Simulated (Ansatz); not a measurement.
TiO (space group C2/m)

```
TiO
1.0
    4.60386    -2.06169     0.00000
    4.60386     2.06169     0.00000
   -1.71751     0.00000     5.49664
Ti O
5 5
Direct
  0.65216   0.65216   0.32404
  0.34784   0.34784   0.67596
  0.66487   0.66487   0.83042
  0.33513   0.33513   0.16958
  0.00000   0.00000   0.50000
  0.50000   0.50000   0.00000
  0.83059   0.83059   0.16809
  0.16941   0.16941   0.83191
  0.83075   0.83075   0.65839
  0.16925   0.16925   0.34161
```

The volume is varied about the relaxed value V₀ at fixed cell shape. The atoms relax within the cell's symmetry.

The numbers are results of PBEsol (plane waves to 420 eV, PAW, scalar-relativistic; Ansatz, an electronic-structure program), not measurements. k mesh 12×12×8 (Γ-centred), Fermi-Dirac smearing 0.05 eV. Stress and pressure are positive under compression. TiO is run without spin polarisation and with no Hubbard U. TiO was relaxed with its symmetry unable to fall.

At one point of the scan the stress tensor (GPa) is:

```
   -3.0      0.0      0.0
    0.0     -3.3      0.0
    0.0      0.0     -2.9
```

**Question.** Which point is it?
A. V/V₀ = 1.045
B. V/V₀ = 1.015
C. V/V₀ = 1.030
D. V/V₀ = 1.060

**Answer.** B, V/V₀ = 1.015

(A scan under strain: stresses follow from slopes of the energy per volume, elastic moduli from its curvatures.)
